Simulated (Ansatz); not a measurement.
LaF₃ (space group P6_3/mmc)

```
CELL_PARAMETERS angstrom
      4.15905     0.00000     0.00000
     -2.07952     3.60184     0.00000
      0.00000     0.00000     7.34099
ATOMIC_POSITIONS crystal
  La 0.66667 0.33333 0.75000
  La 0.33333 0.66667 0.25000
  F  0.33333 0.66667 0.91996
  F  0.66667 0.33333 0.08004
  F  0.66667 0.33333 0.41996
  F  0.33333 0.66667 0.58004
  F  0.00000 0.00000 0.25000
  F  0.00000 0.00000 0.75000
```

The slice is a (-1 1 0 2) plane (indices of the conventional cell) through the point (0.333, 0.667, 0.920) (fractional), spanned by u = [110] and v = [1 -1 1] in vectors of this cell: u (4.16 Å) and v (10.29 Å, at 90° to u). It covers one period; positions are fractions (u, v).

Calculation: r2SCAN (plane waves to 500 eV, PAW, scalar-relativistic; Ansatz, a quantum-chemistry and plane-wave program). k mesh 9×9×5. Near the nuclei the fields are pseudised (PAW); where an atom keeps semicore shells as valence, they peak there. LaF3 is run without spin polarisation. LaF3 was relaxed with its symmetry unable to fall. This is one of several known forms of LaF3; the measured ambient cells at hand have space group No. 165.

### Question
Predict the map of the electron localisation function (ELF) on the slice.

### Answer
```
|@@%%  ::++::  %%|
|==..--@@@@@@--..|
|    %%%%xx%%%%  |
|==..**%%xx%%**..|
|##==..@@@@@@..==|
|**==    ..    ==|
|..    ..::..    |
|    ..++##++..  |
|      --++--    |
|..    ......    |
|**--  %%@@%%  --|
|##--..@@@@@@..--|
|      --++--    |
|....  ..::..  ..|
|**--  ==##==  --|
|--..  --**--  ..|
|        ..      |
|--::          ::|
|@@%%--      --%%|
|xx@@==      ==@@|
```
Scale: ten equal steps from 0.01 (start of ' ') to 0.88 (end of '@'), in the order ' .:-=+*#%@'. Values: electron localisation function (ELF). The map has 8 points along u (two characters each, u = 0 at the left) and 20 along v (v = 0 in the bottom row). Points within 0.5 Å of a nucleus are blanked (x), as the pseudised field means little there.
